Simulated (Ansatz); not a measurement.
CaPd$_{5}$:
```yaml
crystal:
  lattice:
    - [5.29464, 0.00000, 0.00000]
    - [-2.64732, 4.58529, 0.00000]
    - [0.00000, 0.00000, 4.42318]
  atoms:
    - { symbol: Ca, position: [0.00000, 0.00000, 0.00000] }
    - { symbol: Pd, position: [0.33333, 0.66667, 0.00000] }
    - { symbol: Pd, position: [0.66667, 0.33333, 0.00000] }
    - { symbol: Pd, position: [0.50000, 0.00000, 0.50000] }
    - { symbol: Pd, position: [0.50000, 0.50000, 0.50000] }
    - { symbol: Pd, position: [0.00000, 0.50000, 0.50000] }
```

Relaxed with r²SCAN. Special points in fractions of this cell's reciprocal vectors: Γ (0.000, 0.000, 0.000); M (0.500, 0.000, 0.000); K (0.333, 0.333, 0.000); A (0.000, 0.000, 0.500); L (0.500, 0.000, 0.500); H (0.333, 0.333, 0.500).

Task: List the band energies nearest the Fermi level at these points for the program Ansatz at the r²SCAN level (PAW).

Result: In eV from the Fermi level; about four levels below and three above (degenerate sets whole), none deeper than 8.9 eV; points with the same levels are listed once.

```csv
k,below,above
Γ,-1.25 -1.25 -1.00 -1.00,0.16 0.16 0.45
M,-1.38 -1.26 -1.24 -0.96,0.17 1.77 2.64
K,-1.15 -0.86 -0.86 -0.06,0.17 3.50 4.22 4.22
A,-1.20 -1.20 -0.75 -0.75 -0.45,0.26 0.26 0.45
L,-1.23 -1.18 -0.80 -0.58,0.28 0.29 0.40
H,-1.07 -1.07 -0.80 -0.12 -0.12,1.04 1.04 1.90
```

Space group P6/mmm. The workflow started from a Materials Project entry (that database holds measured and hypothetical structures alike); the Crystallography Open Database files this formula in space group No. 191, but the cells were not matched. Its standing as an ambient phase is unchecked. The r²SCAN relaxation kept the symmetry of its start; whether a distortion lowers the energy is not shown. The run is not spin-polarised. Spin–orbit coupling is left out wherever it is not named.

Potentials: the later of the program's two PAW sets.
